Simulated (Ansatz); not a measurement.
# Mn3IrN under strain

Theory: DFT PBEsol, scalar-relativistic, plane waves, PAW (Ansatz 0.2.0). (420 eV cutoff, 10×10×10 k-mesh, Gaussian smearing of 0.10 eV, no spin polarisation)

Starting point, cell and atoms relaxed:

```xyz
5
Lattice="3.7127 0.0000 0.0000 0.0000 3.7127 0.0000 0.0000 0.0000 3.7127" Properties=species:S:1:pos:R:3 pbc="T T T"
Mn    0.0000    1.8563    1.8563
Mn    1.8563    0.0000    1.8563
Mn    1.8563    1.8563    0.0000
Ir    0.0000    0.0000    0.0000
N     1.8563    1.8563    1.8563
```

Deformation: biaxial strain in the a-b plane, with the length and tilt of c and the atoms relaxed, all within the symmetry that the strain leaves. Energies are extrapolated to zero smearing.

A cell with an odd number of electrons and no spin polarisation is a metal by construction and may be lower with spin. Spin–orbit coupling is left out, which can shift energies with elements as heavy as these.

**Question.** Give the structure at -1.5 %.

**Answer.**
```xyz
5
Lattice="3.6570 0.0000 0.0000 0.0000 3.6570 0.0000 0.0000 0.0000 3.7474" Properties=species:S:1:pos:R:3 pbc="T T T"
Mn    0.0000    1.8285    1.8737
Mn    1.8285    0.0000    1.8737
Mn    1.8285    1.8285    0.0000
Ir    0.0000    0.0000    0.0000
N     1.8285    1.8285    1.8737
```
Space group P4/mmm (123), 10.5 meV/atom over the relaxed crystal.

Cost: 7 runs of about 3.9 core-minutes in all, on Intel Xeon 6975P-C (Granite Rapids) (shared hosts).